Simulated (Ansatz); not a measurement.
GaAs:
```xyz
2
Lattice="0.0000 2.8332 2.8332 2.8332 0.0000 2.8332 2.8332 2.8332 0.0000" Properties=species:S:1:pos:R:3 pbc="T T T"
As     4.2499     4.2499     4.2499
Ga     0.0000     0.0000     0.0000
```

Relaxed with r²SCAN. Special points in fractions of this cell's reciprocal vectors: Γ (0.000, 0.000, 0.000); X (0.500, 0.000, 0.500); U (0.625, 0.250, 0.625); K (0.375, 0.375, 0.750); L (0.500, 0.500, 0.500); W (0.500, 0.250, 0.750).

Problem. List the band energies nearest the valence-band maximum at these points for r²SCAN with spin–orbit coupling in the plane-wave PAW code Ansatz.

Solution. In eV from the valence-band maximum; about four levels below and three above (degenerate sets whole), none deeper than 8.9 eV; points with the same levels are listed once.

```json
[
 {"k": "Γ", "below": "0.00 0.00 0.00 0.00", "above": "0.86 0.86 3.82 3.82"},
 {"k": "X", "below": "-2.90 -2.90 -2.82 -2.82", "above": "1.67 1.67 1.85 1.85"},
 {"k": "U", "below": "-4.08 -4.02 -2.43 -2.43", "above": "2.17 2.18 4.88"},
 {"k": "L", "below": "-1.38 -1.38 -1.18 -1.18", "above": "1.25 1.25 4.84 4.84"},
 {"k": "W", "below": "-3.78 -3.66 -3.53 -3.49", "above": "4.78 4.96 4.97"}
]
```

Space group F-43m (zinc blende). Symmetry was held in the r²SCAN relaxation.

Potentials: the later of the program's two PAW sets.
